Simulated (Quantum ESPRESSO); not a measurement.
Simulation results for Al₂ZnF₈ (made-up cell, one site empty)

Calculation on a made-up crystal cell, not a measurement: periodic Kohn-Sham density functional theory in plane waves with PseudoDojo standard norm-conserving scalar-relativistic pseudopotentials, each functional with its own files (v0.5 for PBE, v0.4.1 for LDA and PBEsol), no spin polarisation, no spin-orbit coupling, atoms not relaxed, stress positive in tension, energies less a fixed whole-eV offset for each atom's element; levels are Kohn-Sham levels at fractions of this cell's reciprocal vectors, counted from the reference band (half the neutral cell's valence electrons, rounded up) at Gamma; error bars cover cutoff and k-mesh only, not smearing or the files; each bar is the largest change over components, and at least 0.002 eV, 0.002 eV per angstrom or 0.02 GPa; added strain carries the atoms with the cell, and shear is the tensor component; no dispersion term; energies are for the whole cell, and the offsets were chosen from early runs and are not element reference energies. Program: Quantum ESPRESSO 7.5.

Common to all runs: lattice type rutile, doubled along c; empty site 4; functional pbe; cutoff 1143 eV; fermi dirac smearing 0.025 eV; scf tolerance 1e-07 eV; electrons removed 0; added strain kind uniform; k mesh 5 x 5 x 4, shifted by half a step.

(1) Al₂ZnF₈ (made-up cell, one site empty)

Unstrained structure:
```cif
# cell vector a (Å): 4.8791 0.0000 0.0000
# cell vector b (Å): 0.0000 4.8791 0.0000
# cell vector c (Å): 0.0000 0.0000 6.5055
data_Al2ZnF8
_symmetry_space_group_name_H-M 'P 1'
_symmetry_Int_Tables_number 1
_cell_length_a 4.8791
_cell_length_b 4.8791
_cell_length_c 6.5055
_cell_angle_alpha 90.000
_cell_angle_beta 90.000
_cell_angle_gamma 90.000
_cell_volume 154.87
loop_
_atom_site_label
_atom_site_type_symbol
_atom_site_fract_x
_atom_site_fract_y
_atom_site_fract_z
_atom_site_occupancy
Zn1 Zn 0.99272 0.00687 0.98901 1
Al1 Al 0.49767 0.46957 0.27773 1
Al2 Al 0.01051 0.99627 0.47395 1
F1 F 0.29842 0.30233 0.99745 1
F2 F 0.69798 0.68224 0.00061 1
F3 F 0.80318 0.21592 0.24447 1
F4 F 0.17501 0.80320 0.24279 1
F5 F 0.29296 0.29210 0.49589 1
F6 F 0.71456 0.67795 0.47251 1
F7 F 0.78141 0.21881 0.75725 1
F8 F 0.21975 0.80761 0.77176 1
```

* added strain: -0.0211
* structure shown: before the added strain of -0.0211
* free energy less offsets: 39.19 eV
* scf iterations: 12
* smearing term minus ts: 0 eV
* pressure: -15.09 GPa
* stress xx: 11.41 GPa
* stress yy: 10.99 GPa
* stress zz: 22.86 GPa
* stress yz: 0.0832 GPa
* stress xz: 1.086 GPa
* stress xy: 3.328 GPa
* reference band: 41
* error bar energy: 0.003208 eV
* error bar stress: 0.02 GPa
* error bar force: 0.002 eV/Å
* error bar next band up: 0.002 eV
* error bars from: tighter rerun of this cell

Atoms:
```tsv
atoms element	atom site	atom energy offset (eV)
Zn	1	-5687
Al	2	-64
Al	3	-64
F	5	-677
F	6	-677
F	7	-677
F	8	-677
F	9	-677
F	10	-677
F	11	-677
F	12	-677
```

Forces:
```tsv
site	x (eV/Å)	y (eV/Å)	z (eV/Å)
1	-0.4016	-0.2356	-2.594
2	0.5628	0.7173	-2.736
3	-0.3191	-0.1949	2.915
5	0.5374	0.4321	3.138
6	-0.3514	-0.00944	2.562
7	-0.387	-0.31	2.041
8	0.6032	-0.1017	2.374
9	-0.3157	-0.4589	-2.011
10	-0.02054	0.7521	-1.226
11	1.448	-1.596	-1.997
12	-1.356	1.005	-2.466
```

Levels:
```tsv
level k point	next band up (eV)
Gamma	2.314
(1/2,1/2,1/2)	4.308
(0.15,0,0)	2.558
(0,0.15,0)	2.561
(0,0,0.15)	2.453
```

(2) Al₂ZnF₈ (made-up cell, one site empty)

Structure as in entry 1.

- added strain: -0.0073
- structure shown: before the added strain of -0.0073
- free energy less offsets: 39.81 eV
- scf iterations: 12
- smearing term minus ts: 0 eV
- pressure: -16.86 GPa
- stress xx: 13.36 GPa
- stress yy: 12.93 GPa
- stress zz: 24.29 GPa
- stress yz: 0.2161 GPa
- stress xz: 0.9361 GPa
- stress xy: 3.327 GPa
- reference band: 41
- error bar energy: 0.003208 eV
- error bar stress: 0.02 GPa
- error bar force: 0.002 eV/Å
- error bar next band up: 0.002 eV
- error bars from: tighter rerun of a related cell

Atoms:
```tsv
atoms element	atom site	atom energy offset (eV)
Zn	1	-5687
Al	2	-64
Al	3	-64
F	5	-677
F	6	-677
F	7	-677
F	8	-677
F	9	-677
F	10	-677
F	11	-677
F	12	-677
```

Forces:
```tsv
site	x (eV/Å)	y (eV/Å)	z (eV/Å)
1	-0.3131	-0.2313	-2.547
2	0.6704	0.6067	-2.479
3	-0.2248	-0.1861	2.625
5	0.431	0.3249	3.1
6	-0.2754	0.0508	2.528
7	-0.4021	-0.2861	1.971
8	0.4298	0.06377	2.349
9	-0.3011	-0.4627	-2.127
10	-0.07145	0.6578	-1.357
11	1.521	-1.656	-1.817
12	-1.464	1.118	-2.246
```

Levels:
```tsv
level k point	next band up (eV)
Gamma	2.082
(1/2,1/2,1/2)	3.962
(0.15,0,0)	2.317
(0,0.15,0)	2.32
(0,0,0.15)	2.215
```

(3) Al₂ZnF₈ (made-up cell, one site empty)

Structure as in entry 1.

- added strain: 0.0051
- structure shown: before the added strain of 0.0051
- free energy less offsets: 40.44 eV
- scf iterations: 12
- smearing term minus ts: 0 eV
- pressure: -18.06 GPa
- stress xx: 14.72 GPa
- stress yy: 14.29 GPa
- stress zz: 25.18 GPa
- stress yz: 0.3171 GPa
- stress xz: 0.8181 GPa
- stress xy: 3.304 GPa
- reference band: 41
- error bar energy: 0.003208 eV
- error bar stress: 0.02 GPa
- error bar force: 0.002 eV/Å
- error bar next band up: 0.002 eV
- error bars from: tighter rerun of a related cell

Atoms:
```tsv
atoms element	atom site	atom energy offset (eV)
Zn	1	-5687
Al	2	-64
Al	3	-64
F	5	-677
F	6	-677
F	7	-677
F	8	-677
F	9	-677
F	10	-677
F	11	-677
F	12	-677
```

Forces:
```tsv
site	x (eV/Å)	y (eV/Å)	z (eV/Å)
1	-0.2414	-0.2276	-2.502
2	0.7547	0.5166	-2.266
3	-0.1487	-0.1792	2.385
5	0.347	0.2404	3.061
6	-0.2157	0.09735	2.493
7	-0.4147	-0.2653	1.911
8	0.2916	0.1953	2.324
9	-0.2882	-0.4641	-2.212
10	-0.1135	0.5808	-1.457
11	1.573	-1.697	-1.67
12	-1.544	1.202	-2.067
```

Levels:
```tsv
level k point	next band up (eV)
Gamma	1.877
(1/2,1/2,1/2)	3.658
(0.15,0,0)	2.104
(0,0.15,0)	2.107
(0,0,0.15)	2.005
```

(4) Al₂ZnF₈ (made-up cell, one site empty)

Structure as in entry 1.

* added strain: 0.0083
* structure shown: before the added strain of 0.0083
* free energy less offsets: 40.61 eV
* scf iterations: 12
* smearing term minus ts: 0 eV
* pressure: -18.32 GPa
* stress xx: 15.02 GPa
* stress yy: 14.58 GPa
* stress zz: 25.36 GPa
* stress yz: 0.3406 GPa
* stress xz: 0.7896 GPa
* stress xy: 3.296 GPa
* reference band: 41
* error bar energy: 0.003208 eV
* error bar stress: 0.02 GPa
* error bar force: 0.002 eV/Å
* error bar next band up: 0.002 eV
* error bars from: tighter rerun of a related cell

Atoms:
```tsv
atoms element	atom site	atom energy offset (eV)
Zn	1	-5687
Al	2	-64
Al	3	-64
F	5	-677
F	6	-677
F	7	-677
F	8	-677
F	9	-677
F	10	-677
F	11	-677
F	12	-677
```

Forces:
```tsv
site	x (eV/Å)	y (eV/Å)	z (eV/Å)
1	-0.2243	-0.2264	-2.49
2	0.7742	0.4944	-2.214
3	-0.1297	-0.1774	2.325
5	0.3268	0.2202	3.05
6	-0.2014	0.1084	2.483
7	-0.4177	-0.2597	1.897
8	0.2583	0.2267	2.318
9	-0.285	-0.4639	-2.231
10	-0.1234	0.562	-1.48
11	1.584	-1.706	-1.635
12	-1.562	1.222	-2.023
```

Levels:
```tsv
level k point	next band up (eV)
Gamma	1.825
(1/2,1/2,1/2)	3.581
(0.15,0,0)	2.05
(0,0.15,0)	2.053
(0,0,0.15)	1.952
```

(5) Al₂ZnF₈ (made-up cell, one site empty)

Structure as in entry 1.

- added strain: 0.0135
- structure shown: before the added strain of 0.0135
- free energy less offsets: 40.89 eV
- scf iterations: 12
- smearing term minus ts: 0 eV
- pressure: -18.69 GPa
- stress xx: 15.46 GPa
- stress yy: 15.02 GPa
- stress zz: 25.61 GPa
- stress yz: 0.3766 GPa
- stress xz: 0.7454 GPa
- stress xy: 3.279 GPa
- reference band: 41
- error bar energy: 0.003208 eV
- error bar stress: 0.02 GPa
- error bar force: 0.002 eV/Å
- error bar next band up: 0.002 eV
- error bars from: tighter rerun of a related cell

Atoms:
```tsv
atoms element	atom site	atom energy offset (eV)
Zn	1	-5687
Al	2	-64
Al	3	-64
F	5	-677
F	6	-677
F	7	-677
F	8	-677
F	9	-677
F	10	-677
F	11	-677
F	12	-677
```

Forces:
```tsv
site	x (eV/Å)	y (eV/Å)	z (eV/Å)
1	-0.1972	-0.2249	-2.469
2	0.806	0.4605	-2.131
3	-0.1008	-0.1752	2.231
5	0.2953	0.1886	3.032
6	-0.1793	0.1254	2.467
7	-0.4225	-0.2513	1.872
8	0.2065	0.2759	2.307
9	-0.2797	-0.4637	-2.261
10	-0.1399	0.5322	-1.516
11	1.602	-1.719	-1.578
12	-1.59	1.251	-1.953
```

Levels:
```tsv
level k point	next band up (eV)
Gamma	1.742
(1/2,1/2,1/2)	3.459
(0.15,0,0)	1.964
(0,0.15,0)	1.966
(0,0,0.15)	1.867
```

(6) Al₂ZnF₈ (made-up cell, one site empty)

Structure as in entry 1.

- added strain: 0.0249
- structure shown: before the added strain of 0.0249
- free energy less offsets: 41.55 eV
- scf iterations: 13
- smearing term minus ts: 0 eV
- pressure: -19.34 GPa
- stress xx: 16.24 GPa
- stress yy: 15.81 GPa
- stress zz: 25.98 GPa
- stress yz: 0.4457 GPa
- stress xz: 0.6556 GPa
- stress xy: 3.233 GPa
- reference band: 41
- error bar energy: 0.003208 eV
- error bar stress: 0.02 GPa
- error bar force: 0.002 eV/Å
- error bar next band up: 0.002 eV
- error bars from: tighter rerun of a related cell

Atoms:
```tsv
atoms element	atom site	atom energy offset (eV)
Zn	1	-5687
Al	2	-64
Al	3	-64
F	5	-677
F	6	-677
F	7	-677
F	8	-677
F	9	-677
F	10	-677
F	11	-677
F	12	-677
```

Forces:
```tsv
site	x (eV/Å)	y (eV/Å)	z (eV/Å)
1	-0.1425	-0.2203	-2.422
2	0.868	0.3886	-1.957
3	-0.04065	-0.1692	2.034
5	0.2317	0.1251	2.989
6	-0.1341	0.159	2.429
7	-0.4331	-0.2327	1.821
8	0.1008	0.3745	2.281
9	-0.2681	-0.4625	-2.318
10	-0.1725	0.4708	-1.586
11	1.634	-1.743	-1.46
12	-1.643	1.309	-1.81
```

Levels:
```tsv
level k point	next band up (eV)
Gamma	1.566
(1/2,1/2,1/2)	3.196
(0.15,0,0)	1.78
(0,0.15,0)	1.783
(0,0,0.15)	1.686
```
